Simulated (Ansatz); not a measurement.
ScAg3 (Cu3Au type, Pm-3m), a = 4.1577 Å, b = 4.1577 Å, c = 4.1577 Å, α = 90.00°, β = 90.00°, γ = 90.00°.

Relaxed with PBEsol.

Question: Which orbitals make up the states near the Fermi level in DFT-PBEsol in the program Ansatz with PAW potentials?

Answer: Within 0.5 eV of the Fermi level: Sc 3d 60 %, Ag 5s 14 %, Ag 4d 10 %, outside the projected shells 14 %. Projections are on Löwdin-orthogonalised atomic valence shells; empty p or d shells of many metals are not among them.

Question: Tabulate the density of states.

Answer: States/eV per cell of 4 atoms, in 0.25 eV bins, energy from the Fermi level.

```csv
E (eV),total,Ag 4d,Sc 3d,Ag 5s
-7.75,0.00,0.00,0.00,0.00
-7.50,0.13,0.00,0.00,0.09
-7.25,0.25,0.00,0.00,0.18
-7.00,0.36,0.01,0.00,0.25
-6.75,0.50,0.04,0.00,0.34
-6.50,0.86,0.24,0.00,0.46
-6.25,4.84,3.52,0.13,0.94
-6.00,12.33,10.51,0.40,1.07
-5.75,14.91,13.17,0.46,0.88
-5.50,11.00,9.97,0.27,0.46
-5.25,10.36,9.79,0.19,0.24
-5.00,10.06,9.40,0.18,0.32
-4.75,13.48,12.69,0.20,0.43
-4.50,13.38,12.80,0.26,0.25
-4.25,12.81,12.15,0.17,0.41
-4.00,9.35,8.65,0.18,0.43
-3.75,5.07,4.31,0.20,0.46
-3.50,6.05,5.44,0.15,0.37
-3.25,2.03,1.58,0.09,0.27
-3.00,0.75,0.26,0.08,0.27
-2.75,0.81,0.24,0.10,0.28
-2.50,0.98,0.24,0.16,0.32
-2.25,1.30,0.25,0.29,0.36
-2.00,1.09,0.18,0.25,0.31
-1.75,0.90,0.13,0.21,0.25
-1.50,0.77,0.09,0.19,0.20
-1.25,0.61,0.06,0.16,0.15
-1.00,0.62,0.10,0.10,0.25
-0.75,1.85,0.37,0.30,0.89
-0.50,2.55,0.40,0.67,0.89
-0.25,2.67,0.35,1.08,0.69
0.00,3.06,0.34,1.68,0.53
0.25,4.59,0.42,3.18,0.37
0.50,6.32,0.47,5.04,0.18
0.75,4.89,0.30,4.13,0.06
1.00,2.33,0.13,1.97,0.02
1.25,1.61,0.09,1.34,0.02
1.50,1.74,0.08,1.47,0.03
1.75,4.56,0.13,3.88,0.17
2.00,3.54,0.14,2.86,0.20
2.25,1.38,0.05,0.92,0.12
2.50,1.07,0.04,0.59,0.07
2.75,2.63,0.11,1.24,0.22
3.00,2.55,0.09,1.05,0.34
3.25,1.95,0.06,0.68,0.31
3.50,1.63,0.04,0.46,0.26
3.75,1.34,0.03,0.31,0.22
4.00,1.13,0.02,0.22,0.18
4.25,0.98,0.02,0.16,0.16
4.50,0.82,0.01,0.11,0.14
4.75,0.61,0.01,0.07,0.12
```

The start of the workflow was typed in or built on a structure type; neither database checked (COD, Materials Project) lists it. Whether it is the stable phase at ambient conditions was not checked. The PBEsol relaxation kept the symmetry of its start; whether a distortion lowers the energy is not shown. No spin polarisation was allowed. Spin–orbit coupling is left out wherever it is not named.

Potentials: the later of the program's two PAW sets.
